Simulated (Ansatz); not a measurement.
Task: Each is relaxed and computed with r²SCAN (plane waves, PAW; program Ansatz). Which is the only one with a gap?
A) Rb2ScAgCl6, Fm-3m (Rb on 8c, Sc on 4a, Ag on 4b, Cl on 24e)
B) EuAgSb, P6_3/mmc (Sb on 2c, Eu on 2a, Ag on 2d)
C) CaAg2Ge2, I4/mmm (Ag on 4d, Ge on 4e, Ca on 2a)
D) Nd2ScSi2, P4/mbm (Nd on 4h, Sc on 2a, Si on 4g)

Result: A, Rb2ScAgCl6, Fm-3m (Rb on 8c, Sc on 4a, Ag on 4b, Cl on 24e). Rb2ScAgCl6: gap 3.57 eV (direct); Nd2ScSi2: metal; CaAg2Ge2: metal; EuAgSb: metal. Caveat: open 4f shells can settle in a state that is not the lowest. Spin orders computed, not proven ground states: Nd2ScSi2, P4/mbm (Nd on 4h, Sc on 2a, Si on 4g) ferromagnetic; EuAgSb, P6_3/mmc (Sb on 2c, Eu on 2a, Ag on 2d) ferromagnetic. Standing as an ambient phase not checked: Rb2ScAgCl6, Fm-3m (Rb on 8c, Sc on 4a, Ag on 4b, Cl on 24e); Nd2ScSi2, P4/mbm (Nd on 4h, Sc on 2a, Si on 4g); CaAg2Ge2, I4/mmm (Ag on 4d, Ge on 4e, Ca on 2a); EuAgSb, P6_3/mmc (Sb on 2c, Eu on 2a, Ag on 2d). All cells were relaxed under the symmetry of their starts (and spin orders); stability against distortions was not tested throughout. Rows with no word on spin ran without spin polarisation. No Hubbard U is applied. Spin–orbit coupling is left out wherever it is not named.

Potentials: the later of the program's two PAW sets.
